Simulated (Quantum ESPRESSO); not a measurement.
# Computed records: Al2InGaP4 (made-up cell)

Calculation on a made-up crystal cell, not a measurement: periodic Kohn-Sham density functional theory in plane waves with PseudoDojo standard norm-conserving scalar-relativistic pseudopotentials, each functional with its own files (v0.5 for PBE, v0.4.1 for LDA and PBEsol), no spin polarisation, no spin-orbit coupling, atoms not relaxed, stress positive in tension, energies less a fixed whole-eV offset for each atom's element; levels are Kohn-Sham levels at fractions of this cell's reciprocal vectors, counted from the reference band (half the neutral cell's valence electrons, rounded up) at Gamma; error bars cover cutoff and k-mesh only, not smearing or the files; added strain carries the atoms with the cell, and shear is the tensor component; each bar is the largest change over components, and at least 0.002 eV, 0.002 eV per angstrom or 0.02 GPa; energies are for the whole cell, and the offsets were chosen from early runs and are not element reference energies. Program: Quantum ESPRESSO 7.5.

Common to all runs: lattice type zincblende/diamond; functional pbe; cutoff 1088 eV; fermi dirac smearing 0.025 eV; scf tolerance 1e-07 eV; electrons removed 0; k mesh 4 x 4 x 4, shifted by half a step.

(1) Al2InGaP4 (made-up cell)

```xyz
8
Lattice="5.5568 0.0139 0.0057 0.0139 5.6028 0.0504 0.0057 0.0504 5.7449" Properties=species:S:1:pos:R:3 Al2InGaP4
Al     0.0823     0.0810    -0.1312
Al    -0.0346     2.8701     2.6803
Ga     2.8010     0.1197     2.8430
In     2.8307     2.7603     0.0690
P      1.2648     1.4891     1.4379
P      1.4078     4.2673     4.2922
P      4.1795     1.5422     4.2764
P      4.2458     4.2707     1.5071
```

It finds free energy less offsets -0.1208 eV; smearing term minus ts 0 eV; scf iterations 10; pressure 0.5271 GPa; stress xx -1.442 GPa; stress yy -0.9215 GPa; stress zz 0.7821 GPa; stress yz 0.3301 GPa; stress xz 0.9602 GPa; stress xy 2.03 GPa; error bar energy 0.005718 eV; error bar stress 0.02 GPa; error bar force 0.002544 eV/Å; error bars from tighter rerun of a related cell.

Atoms:
| atoms element | atom site | atom energy offset (eV) |
| --- | --- | --- |
| Al | 1 | -64 |
| Al | 2 | -64 |
| Ga | 3 | -2080 |
| In | 4 | -1808 |
| P | 5 | -189 |
| P | 6 | -189 |
| P | 7 | -189 |
| P | 8 | -189 |

Forces:
| site | x (eV/Å) | y (eV/Å) | z (eV/Å) |
| --- | --- | --- | --- |
| 1 | -0.5269 | -0.4416 | 0.2117 |
| 2 | 0.3913 | 0.1273 | 2.383 |
| 3 | -0.2572 | -0.3166 | 0.3142 |
| 4 | -0.2995 | 1.175 | -0.0292 |
| 5 | 0.3779 | -1.626 | 0.08771 |
| 6 | -0.427 | 0.3355 | -0.7835 |
| 7 | 1.152 | -1.057 | -1.248 |
| 8 | -0.4109 | 1.803 | -0.9367 |

(2) Al2InGaP4 (made-up cell)

```xyz
8
Lattice="5.5568 0.0139 0.0057 0.0139 5.6028 0.0504 0.0057 0.0504 5.7449" Properties=species:S:1:pos:R:3 Al2InGaP4
Al     0.0823     0.0810    -0.1017
Al    -0.0346     2.8701     2.6803
Ga     2.8010     0.1197     2.8430
In     2.8307     2.7603     0.0690
P      1.2648     1.4891     1.4379
P      1.4078     4.2673     4.2922
P      4.1795     1.5422     4.2764
P      4.2458     4.2707     1.5071
```

The calculation gives: free energy less offsets -0.1231 eV; smearing term minus ts 0 eV; scf iterations 10; pressure 0.5185 GPa; stress xx -1.428 GPa; stress yy -0.9163 GPa; stress zz 0.7885 GPa; stress yz 0.2997 GPa; stress xz 0.9305 GPa; stress xy 1.916 GPa; error bar energy 0.005718 eV; error bar stress 0.02 GPa; error bar force 0.002544 eV/Å; error bars from tighter rerun of a related cell.

Atoms:
| atoms element | atom site | atom energy offset (eV) |
| --- | --- | --- |
| Al | 1 | -64 |
| Al | 2 | -64 |
| Ga | 3 | -2080 |
| In | 4 | -1808 |
| P | 5 | -189 |
| P | 6 | -189 |
| P | 7 | -189 |
| P | 8 | -189 |

Forces:
| site | x (eV/Å) | y (eV/Å) | z (eV/Å) |
| --- | --- | --- | --- |
| 1 | -0.5475 | -0.4899 | -0.05291 |
| 2 | 0.3923 | 0.1252 | 2.425 |
| 3 | -0.2568 | -0.3169 | 0.3578 |
| 4 | -0.3011 | 1.176 | -0.08181 |
| 5 | 0.4244 | -1.567 | 0.1622 |
| 6 | -0.472 | 0.3861 | -0.7196 |
| 7 | 1.194 | -1.096 | -1.194 |
| 8 | -0.4333 | 1.783 | -0.8964 |

(3) Al2InGaP4 (made-up cell)

```xyz
8
Lattice="5.5568 0.0139 0.0057 0.0139 5.6028 0.0504 0.0057 0.0504 5.7449" Properties=species:S:1:pos:R:3 Al2InGaP4
Al     0.0823     0.0810    -0.0349
Al    -0.0346     2.8701     2.6803
Ga     2.8010     0.1197     2.8430
In     2.8307     2.7603     0.0690
P      1.2648     1.4891     1.4379
P      1.4078     4.2673     4.2922
P      4.1795     1.5422     4.2764
P      4.2458     4.2707     1.5071
```

Results for Al2InGaP4 (made-up cell): free energy less offsets -0.09935 eV; smearing term minus ts 0 eV; scf iterations 10; pressure 0.5533 GPa; stress xx -1.462 GPa; stress yy -0.9838 GPa; stress zz 0.786 GPa; stress yz 0.2213 GPa; stress xz 0.859 GPa; stress xy 1.657 GPa; error bar energy 0.005718 eV; error bar stress 0.02 GPa; error bar force 0.002544 eV/Å; error bars from tighter rerun of this cell.

Atoms:
| atoms element | atom site | atom energy offset (eV) |
| --- | --- | --- |
| Al | 1 | -64 |
| Al | 2 | -64 |
| Ga | 3 | -2080 |
| In | 4 | -1808 |
| P | 5 | -189 |
| P | 6 | -189 |
| P | 7 | -189 |
| P | 8 | -189 |

Forces:
| site | x (eV/Å) | y (eV/Å) | z (eV/Å) |
| --- | --- | --- | --- |
| 1 | -0.6019 | -0.6065 | -0.6603 |
| 2 | 0.3947 | 0.1205 | 2.519 |
| 3 | -0.2554 | -0.3177 | 0.4569 |
| 4 | -0.3042 | 1.177 | -0.2009 |
| 5 | 0.5457 | -1.412 | 0.3459 |
| 6 | -0.5618 | 0.4859 | -0.5836 |
| 7 | 1.277 | -1.175 | -1.082 |
| 8 | -0.4937 | 1.728 | -0.7953 |

(4) Al2InGaP4 (made-up cell)

```xyz
8
Lattice="5.5568 0.0139 0.0057 0.0139 5.6028 0.0504 0.0057 0.0504 5.7449" Properties=species:S:1:pos:R:3 Al2InGaP4
Al     0.0823     0.0810    -0.0117
Al    -0.0346     2.8701     2.6803
Ga     2.8010     0.1197     2.8430
In     2.8307     2.7603     0.0690
P      1.2648     1.4891     1.4379
P      1.4078     4.2673     4.2922
P      4.1795     1.5422     4.2764
P      4.2458     4.2707     1.5071
```

The calculation gives: free energy less offsets -0.08157 eV; smearing term minus ts 0 eV; scf iterations 10; pressure 0.5832 GPa; stress xx -1.496 GPa; stress yy -1.033 GPa; stress zz 0.7796 GPa; stress yz 0.191 GPa; stress xz 0.8329 GPa; stress xy 1.565 GPa; error bar energy 0.005718 eV; error bar stress 0.02 GPa; error bar force 0.002544 eV/Å; error bars from tighter rerun of a related cell.

Atoms:
| atoms element | atom site | atom energy offset (eV) |
| --- | --- | --- |
| Al | 1 | -64 |
| Al | 2 | -64 |
| Ga | 3 | -2080 |
| In | 4 | -1808 |
| P | 5 | -189 |
| P | 6 | -189 |
| P | 7 | -189 |
| P | 8 | -189 |

Forces:
| site | x (eV/Å) | y (eV/Å) | z (eV/Å) |
| --- | --- | --- | --- |
| 1 | -0.6234 | -0.6496 | -0.873 |
| 2 | 0.3955 | 0.1189 | 2.551 |
| 3 | -0.2547 | -0.3178 | 0.4913 |
| 4 | -0.3052 | 1.177 | -0.2422 |
| 5 | 0.5934 | -1.35 | 0.4143 |
| 6 | -0.5893 | 0.5159 | -0.5395 |
| 7 | 1.302 | -1.199 | -1.045 |
| 8 | -0.518 | 1.705 | -0.7571 |

(5) Al2InGaP4 (made-up cell)

```xyz
8
Lattice="5.5568 0.0139 0.0057 0.0139 5.6028 0.0504 0.0057 0.0504 5.7449" Properties=species:S:1:pos:R:3 Al2InGaP4
Al     0.0823     0.0810     0.0778
Al    -0.0346     2.8701     2.6803
Ga     2.8010     0.1197     2.8430
In     2.8307     2.7603     0.0690
P      1.2648     1.4891     1.4379
P      1.4078     4.2673     4.2922
P      4.1795     1.5422     4.2764
P      4.2458     4.2707     1.5071
```

The calculation gives: free energy less offsets 0.03337 eV; smearing term minus ts 0 eV; scf iterations 10; pressure 0.7843 GPa; stress xx -1.731 GPa; stress yy -1.353 GPa; stress zz 0.7308 GPa; stress yz 0.06008 GPa; stress xz 0.7259 GPa; stress xy 1.189 GPa; error bar energy 0.005718 eV; error bar stress 0.02 GPa; error bar force 0.002544 eV/Å; error bars from tighter rerun of a related cell.

Atoms:
| atoms element | atom site | atom energy offset (eV) |
| --- | --- | --- |
| Al | 1 | -64 |
| Al | 2 | -64 |
| Ga | 3 | -2080 |
| In | 4 | -1808 |
| P | 5 | -189 |
| P | 6 | -189 |
| P | 7 | -189 |
| P | 8 | -189 |

Forces:
| site | x (eV/Å) | y (eV/Å) | z (eV/Å) |
| --- | --- | --- | --- |
| 1 | -0.7197 | -0.8301 | -1.695 |
| 2 | 0.3986 | 0.1129 | 2.676 |
| 3 | -0.2514 | -0.3187 | 0.6247 |
| 4 | -0.3089 | 1.176 | -0.4022 |
| 5 | 0.8065 | -1.073 | 0.6987 |
| 6 | -0.6787 | 0.6113 | -0.3855 |
| 7 | 1.382 | -1.276 | -0.9199 |
| 8 | -0.6285 | 1.598 | -0.5963 |

(6) Al2InGaP4 (made-up cell)

```xyz
8
Lattice="5.5568 0.0139 0.0057 0.0139 5.6028 0.0504 0.0057 0.0504 5.7449" Properties=species:S:1:pos:R:3 Al2InGaP4
Al     0.0823     0.0810     0.1746
Al    -0.0346     2.8701     2.6803
Ga     2.8010     0.1197     2.8430
In     2.8307     2.7603     0.0690
P      1.2648     1.4891     1.4379
P      1.4078     4.2673     4.2922
P      4.1795     1.5422     4.2764
P      4.2458     4.2707     1.5071
```

The calculation gives: free energy less offsets 0.2402 eV; smearing term minus ts 0 eV; scf iterations 10; pressure 1.153 GPa; stress xx -2.175 GPa; stress yy -1.928 GPa; stress zz 0.6435 GPa; stress yz -0.1038 GPa; stress xz 0.6006 GPa; stress xy 0.7263 GPa; error bar energy 0.005718 eV; error bar stress 0.02 GPa; error bar force 0.002544 eV/Å; error bars from tighter rerun of a related cell.

Atoms:
| atoms element | atom site | atom energy offset (eV) |
| --- | --- | --- |
| Al | 1 | -64 |
| Al | 2 | -64 |
| Ga | 3 | -2080 |
| In | 4 | -1808 |
| P | 5 | -189 |
| P | 6 | -189 |
| P | 7 | -189 |
| P | 8 | -189 |

Forces:
| site | x (eV/Å) | y (eV/Å) | z (eV/Å) |
| --- | --- | --- | --- |
| 1 | -0.8502 | -1.056 | -2.573 |
| 2 | 0.4014 | 0.1065 | 2.808 |
| 3 | -0.246 | -0.3189 | 0.7665 |
| 4 | -0.311 | 1.173 | -0.5711 |
| 5 | 1.094 | -0.6985 | 1.036 |
| 6 | -0.7493 | 0.6818 | -0.2505 |
| 7 | 1.442 | -1.334 | -0.813 |
| 8 | -0.7811 | 1.446 | -0.4025 |
